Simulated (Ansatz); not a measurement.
An input for the plane-wave PAW code Ansatz:

```yaml
crystal:
  lattice:
    - [1.5536740549, -4.1056392492, 0.0]
    - [1.5536740549, 4.1056392492, 0.0]
    - [0.0, 0.0, 3.0618574182]
  atoms:
    - { symbol: Hf, position: [0.85475, 0.14525, 0.25] }
    - { symbol: Hf, position: [0.14525, 0.85475, 0.75] }
    - { symbol: "N", position: [0.564, 0.436, 0.25] }
    - { symbol: "N", position: [0.436, 0.564, 0.75] }
basis:
  ecutwfc: 420
  ecutrho_ratio: 4
kpoints:
  mp_grid: { grid: [10, 10, 10] }
hamiltonian:
  xc: pbesol
scf:
  occupations: { method: gaussian, width: 0.05 }
output:
  forces: true
  stress: true
  eigenvalues: true
relax:
  f_tol: 0.01
  max_steps: 60
  cell: { stress_tol: 0.15 }
```

This is a trial structure; measured cells of the compound in the Crystallography Open Database are in space group Fm-3m (rock salt).

Task: Predict the main results.

Result: Final volume 13.11 Å³/atom, energy lowered by 1534.0 meV/atom, pressure -0.1 GPa, gap on the mesh zero (metallic) (PBEsol, scalar-relativistic).

Output, machine lines left out:

```
Pseudopotentials: kind: paw
Pseudopotential: Hf, paw, valence charge 26, recommended cutoff 420 eV (normal), Hf.paw.azcp
Pseudopotential: N, paw, valence charge 5, recommended cutoff 420 eV (normal), N.paw.azcp
Crystal: 4 atoms, lattice volume = 39.062 Å³
Basis set: ecut = 420 eV, 771 PW (Γ), exchange–correlation on 60×60×48 points (8 copies of the dense FFT grid, shifted against one another)
Bands: 38, of which v1, the nominal top of the filled ones, is band 31 counted from 1 (30 counted from 0)
Symmetry: 8 space group operations
Space group: Cmcm (ITA 63), of the structure as read, at distance tolerance 3.4e-5 Å
k-points: 186 of 1000
Initial density: superposition of atomic densities (neutral atoms: chi_scale 0, normalization atom), corrected by the library's trained network
Initial wavefunctions: pseudopotential atomic-orbital guess
Functional: x = pbesol(κ = 0.804, μ = 0.12346), c = pbesol(β = 0.046)
```

SCF trace (energy estimate counted from the last row; the run made several SCF loops, for ionic steps, more bands or searches for a lower state, numbered loop.iteration):
| iteration | ΔE (eV) | density residual (eV) |
| --- | --- | --- |
| 1.1 | 6.126 | 3.46e-2 |
| 1.2 | 6.132 | 1.09e-2 |
| 1.3 | 6.135 | 1.93e-3 |
| 1.4 | 6.136 | 2.54e-4 |
| 1.5 | 6.136 | 5.21e-5 |
| 1.6 | 6.136 | 2.82e-6 |
| 1.7 | 6.136 | 1.79e-7 |
| 1.8 | 6.136 | 1.09e-8 |
| 2.1 | 3.622 | 1.66e0 |
| 2.2 | 3.879 | 2.78e-1 |
| 2.3 | 3.937 | 9.67e-2 |
| 2.4 | 3.962 | 3.83e-3 |
| 2.5 | 3.966 | 7.47e-4 |
| … | … | … |
| 19.3 | 0.000 | 6.11e-9 |
| 19.4 | 0.000 | 1.50e-9 |
| 19.5 | 0.000 | 6.40e-10 |
| 19.6 | 0.000 | 2.82e-11 |

```
SCF converged after 6 iterations
Free energy (F): -31959.074673 eV
E sigma→0 (E₀):  -31959.073259 eV
Entropy (-TS):   -0.002827 eV (-0.707 meV/atom)
Fermi energy:    19.958525 eV
--- Forces (eV/Å), atoms counted from 1 ---
  atom   1  Hf     0.00000000    -0.00268160     0.00000000
  atom   2  Hf     0.00000000     0.00268160     0.00000000
  atom   3  N      0.00000000    -0.00116701     0.00000000
  atom   4  N      0.00000000     0.00116701     0.00000000
--- Stress (GPa, compression-positive) ---
       -0.111357       0.000000       0.000000
        0.000000       0.009640       0.000000
        0.000000       0.000000      -0.052837
  P = ⅓ Tr σ = -0.0515 GPa (-0.515 kbar)
--- Band table (eV; the first three rows and the last of 186) ---
  k-point 0: bands = ["-42.2481", "-42.1947", "-11.3888", "-10.8663", "-10.8124", "-10.7765", "-10.7026", "-10.6295", "3.5138", "4.3343", "7.8134", "7.8202", "7.8273", "7.8424", "7.8546", "7.8639", "7.8663", "7.8786", "7.8790", "7.8795", "7.8896", "7.9130", "7.9231", "7.9270", "14.7128", "16.8996", "16.9020", "17.1043", "17.2441", "17.5596", "17.8501", "18.2447", "19.1438", "21.6329", "22.4543", "23.2868", "23.9847", "24.0256"]
  k-point 1: bands = ["-42.2437", "-42.1929", "-11.3747", "-10.9107", "-10.8531", "-10.7540", "-10.7013", "-10.6971", "3.6804", "4.4680", "7.8194", "7.8241", "7.8292", "7.8443", "7.8607", "7.8687", "7.8732", "7.8763", "7.8783", "7.8814", "7.8887", "7.9135", "7.9200", "7.9248", "14.6957", "15.9811", "16.5533", "16.8370", "17.0152", "17.0631", "18.2789", "18.4211", "19.7048", "21.5262", "22.4302", "23.9390", "24.1405", "24.5540"]
  k-point 2: bands = ["-42.2317", "-42.1884", "-11.3455", "-11.0994", "-10.8727", "-10.8171", "-10.7625", "-10.6838", "4.1313", "4.8203", "7.8341", "7.8352", "7.8406", "7.8497", "7.8601", "7.8715", "7.8734", "7.8795", "7.8871", "7.8913", "7.9031", "7.9154", "7.9171", "7.9296", "14.6528", "14.7128", "15.6303", "15.7873", "16.0787", "16.5338", "18.7932", "19.5541", "20.8217", "21.3836", "22.5627", "24.0877", "25.0282", "25.7341"]
  k-point 185: bands = ["-42.1883", "-42.1883", "-11.5722", "-11.5722", "-10.8766", "-10.8766", "-10.6855", "-10.6855", "5.6730", "5.6730", "7.8467", "7.8467", "7.8635", "7.8635", "7.8646", "7.8646", "7.8879", "7.8879", "7.8993", "7.8993", "7.9526", "7.9526", "8.1065", "8.1065", "12.1910", "12.1910", "14.3534", "14.3534", "14.7921", "14.7921", "23.1735", "23.1735", "23.3836", "23.3836", "23.4745", "23.4745", "24.7915", "24.7915"]
--- Relaxed structure (16 steps of the walk, 16 accepted, 3 SCFs on fresh bases) ---
  F+E_penalty+E_count = -31959.07467265 eV   max|allowed force component| = 2.682e-3 eV/Å   (the final SCF, on the basis selected at the relaxed cell)
  cell:  # Å, volume = 52.4492 Å³
    - [1.57745, -5.40035, 0.0]
    - [1.57745, 5.40035, 0.0]
    - [0.0, 0.0, 3.07844]
  atoms:
    - { symbol: Hf, position: [0.85512, 0.14488, 0.25000] }
    - { symbol: Hf, position: [0.14488, 0.85512, 0.75000] }
    - { symbol: N, position: [0.65006, 0.34994, 0.25000] }
    - { symbol: N, position: [0.34994, 0.65006, 0.75000] }
```

Spin–orbit coupling, which matters for such heavy elements, is left out.
